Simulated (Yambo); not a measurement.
Yambo run on K$_{3}$RhF$_{6}$ (space group Fm-3m, No. 225). The wavefunctions come from this Quantum ESPRESSO step (LDA, PseudoDojo standard norm-conserving files, scalar-relativistic):

```
&CONTROL
  calculation = 'nscf'
  pseudo_dir = './pseudo'
  outdir = './out'
/
&SYSTEM
  ibrav = 0
  nat = 10
  ntyp = 3
  ecutwfc = 88.0
  ecutrho = 352.0
  occupations = 'fixed'
  force_symmorphic = .true.
  nbnd = 330
/
&ELECTRONS
  conv_thr = 1e-08
  diago_full_acc = .true.
  diago_thr_init = 1e-08
/
ATOMIC_SPECIES
F 18.9984 F.upf
K 39.0983 K.upf
Rh 102.9055 Rh.upf
CELL_PARAMETERS angstrom
  0.000000000000   4.410575000000   4.410575000000
  4.410575000000   0.000000000000   4.410575000000
  4.410575000000   4.410575000000   0.000000000000
ATOMIC_POSITIONS crystal
F   0.224070000000   0.224070000000   0.775930000000
F   0.775930000000   0.775930000000   0.224070000000
F   0.775930000000   0.224070000000   0.224070000000
F   0.224070000000   0.775930000000   0.775930000000
F   0.224070000000   0.775930000000   0.224070000000
F   0.775930000000   0.224070000000   0.775930000000
K   0.250000000000   0.250000000000   0.250000000000
K   0.750000000000   0.750000000000   0.750000000000
K   0.500000000000   0.500000000000   0.500000000000
Rh   0.000000000000   0.000000000000   0.000000000000
K_POINTS automatic
2 2 2 0 0 0
```

Yambo input:

```
rim_cut
gw0
dyson
el_el_corr
HF_and_locXC
ppa
em1d
RandQpts= 1000000
RandGvec= 1 Ry
EXXRLvcs= 88 Ry
VXCRLvcs= 352 Ry
Chimod= "HARTREE"
% BndsRnXp
 5 | 328 |
%
NGsBlkXp= 8 Ry
% LongDrXp
 1.0 | 1.0 | 1.0 |
%
PPAPntXp= 27.2114 eV
% GbndRnge
 1 | 328 |
%
GTermKind= "BG"
DysSolver= "n"
ExtendOut
% QPkrange
 1 | 1 | 43 | 44 |
 3 | 3 | 43 | 44 |
%
```

k points by index: 1 = Γ, 3 = X.

Table of the .qp output:

```
#    K-point    Band    Eo [eV]    E [eV]    E-Eo [eV]    Vxc [eV]    Vnlxc [eV]    Sc|Eo [eV]    Sc|E [eV]    dSc/dw|Eo [eV]    Re(Z)    Im(Z)
#
    1    43    -0.167426    -1.729211    -1.561785    -22.50756    -28.75032    4.278448    4.680981    -7.012064    0.795102    -0.002346
    1    44    2.175817    4.462060    2.286244    -23.56858    -17.46057    -3.258664    -3.821764    -6.701487    0.802386    -0.002091
    3    43    0.000000    -1.575023    -1.575023    -23.14054    -29.50194    4.382999    4.786375    -6.967755    0.796134    -0.002264
    3    44    2.029050    4.267465    2.238415    -22.79337    -16.70805    -3.315692    -3.846910    -6.457191    0.808208    -0.001941
```
(The two width columns are left out.) Convergence of these settings isn't established.

Spin-orbit coupling is not included.

Geometry of the Materials Project entry, not relaxed at this level.

The structure is a Materials Project entry; no match was found in the copy of COD used, and its stability was not checked.
